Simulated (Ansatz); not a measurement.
VPt$_{3}$ (Cu3Au type, Pm-3m) under volume change, PBEsol in the plane-wave PAW code Ansatz, scaled uniformly.

| V (Å³/atom) | E − E(relaxed) (meV/atom) | P (GPa) |
|---|---|---|
| 13.179 | 121.3 | 32.79 |
| 13.613 | 50.5 | 19.82 |
| 14.048 | 11.8 | 9.00 |
| 14.482 | 0.0 | 0.00 |
| 14.917 | 10.4 | -7.47 |
| 15.351 | 39.3 | -13.64 |
| 15.786 | 83.5 | -18.76 |

Q: What does a third-order Birch–Murnaghan fit give for V₀, B₀ and B′?

A: V₀ = 14.48 Å³/atom, B₀ = 272 GPa, B′ = 5.2.

The workflow started from a Materials Project entry (that database holds measured and hypothetical structures alike); the Crystallography Open Database files this formula in space group No. 221, but the cells were not matched. Whether it is the stable phase at ambient conditions was not checked. The cell was relaxed with PBEsol under the symmetry of its start; its stability against distortions is not shown here. The final state is ferromagnetic, chosen from 4 collinear starts compared on coarse meshes (ties went to the first, and starts can fall back to one state), not a proven ground state. Spin–orbit coupling is left out wherever it is not named.

Potentials: the later of the program's two PAW sets.
